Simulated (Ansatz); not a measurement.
Ba$_{2}$Zn$_{3}$As$_{2}$O$_{2}$:
```
Ba2Zn3As2O2
1.0
   -2.08388     2.08388     9.95920
    2.08388    -2.08388     9.95920
    2.08388     2.08388    -9.95920
Ba Zn As O
2 3 2 2
Cartesian
  0.00000   0.00000  11.72620
  0.00000   0.00000   8.19219
  0.00000   0.00000   0.00000
  2.08388   0.00000   4.97960
  0.00000   2.08388   4.97960
  0.00000   0.00000   3.49063
  0.00000   0.00000  16.42776
  0.00000   2.08388   0.00000
  2.08388   0.00000   0.00000
```

Relaxed with r²SCAN. Special points in fractions of this cell's reciprocal vectors: Γ (0.000, 0.000, 0.000); X (0.000, 0.000, 0.500); P (0.250, 0.250, 0.250); N (0.000, 0.500, 0.000); M (0.500, 0.500, -0.500); S (0.261, 0.739, -0.261); S0 (-0.261, 0.261, 0.261); R (-0.022, 0.022, 0.500); G (0.500, 0.500, -0.022).

Q: List the band energies nearest the valence-band maximum at these points for the program Ansatz at the r²SCAN with spin–orbit coupling level (PAW).

A: In eV from the valence-band maximum; about four levels below and three above (degenerate sets whole), none deeper than 8.9 eV; points with the same levels are listed once.

```tsv
k	below	above
Γ	-0.19 -0.19 0.00 0.00	0.59 0.59 0.68 0.68
X	-1.91 -1.91 -0.70 -0.70	1.64 1.64 2.62 2.62
P	-1.91 -1.91 -0.70 -0.70	1.63 1.63 2.68 2.68
N	-1.09 -1.09 -1.08 -1.08	2.13 2.13 2.30 2.30
M	-0.30 -0.30 -0.10 -0.10	0.55 0.55 1.39 1.39
S	-1.14 -1.14 -1.02 -1.02	2.05 2.05 2.41 2.41
R	-1.92 -1.92 -0.72 -0.72	1.65 1.65 2.63 2.63
```

Space group I4/mmm. The first step of the workflow began from a Materials Project structure, measured or hypothetical; the Crystallography Open Database copy checked does not list it. Its standing as an ambient phase is unchecked. The r²SCAN relaxation kept the symmetry of its start; its stability against distortions is not shown here.

Potentials: the later of the program's two PAW sets.
